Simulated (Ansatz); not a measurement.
Start of a relaxation of B3F2:

```xyz
5
Lattice="3.7022 0.0000 0.0000 0.0000 3.7022 0.0000 0.0000 0.0000 3.7022" Properties=species:S:1:pos:R:3 pbc="T T T"
B     0.0000    1.8511    1.8511
B     1.8511    0.0000    1.8511
B     1.8511    1.8511    0.0000
F     0.0000    0.0000    0.0000
F     1.8511    1.8511    1.8511
```

The calculation used DFT PBE, scalar-relativistic, plane waves, PAW in Ansatz. Cutoff 420 eV, Gaussian smearing, Γ-centred meshes. Cell and atoms relax first on a coarse mesh and then on a finer one. In between, the cell is made exact in the group found at 0.06 Å. In metals the finer mesh still leaves noise of several meV/atom or more. The steps can't lower the symmetry of their start. No spin polarisation in the relaxation; trial moments died out in a coarse test.

A guess keeps its type if space group and coordination stay and the shape of the cell changes little (axis ratios within about 15 %, angles within 6°); the volume may change.

Q: Will the relaxed cell still be of the starting type?

A: It keeps its type: symmetry leaves only the cell edge free. The symmetry stays Pm-3m (No. 221). The volume per atom grows by 41.4 %, from 10.1 to 14.3 Å³. The shortest distance goes from 1.85 Å (B–F) to 2.08 Å (B–F). Counting neighbours within 15 % of an atom's shortest distance, the start has B 2, F 6/12 and the end B 2, F 6/12.

The zero of energy is the elements' standard structures at the same level (F₂ as a molecule); no fitted shifts are applied.

Q: At what energy does it end?

A: +1.96 eV/atom. The separate elements lie lower, so it is unstable against them.

The last run used a 10×10×10 mesh for its 5-atom cell and Gaussian smearing of 0.10 eV. An odd number of electrons in the primitive cell allows no gap without spin; a larger cell or a magnetic state could open one. Symmetry constrained the relaxation, so the result can be a saddle point. Another cell of B3F2 relaxed alike, in Pm, lies 2.75 eV/atom lower, so this cell isn't the stable form at this level.

In counts of neighbours, a slash parts the counts of unlike sites.
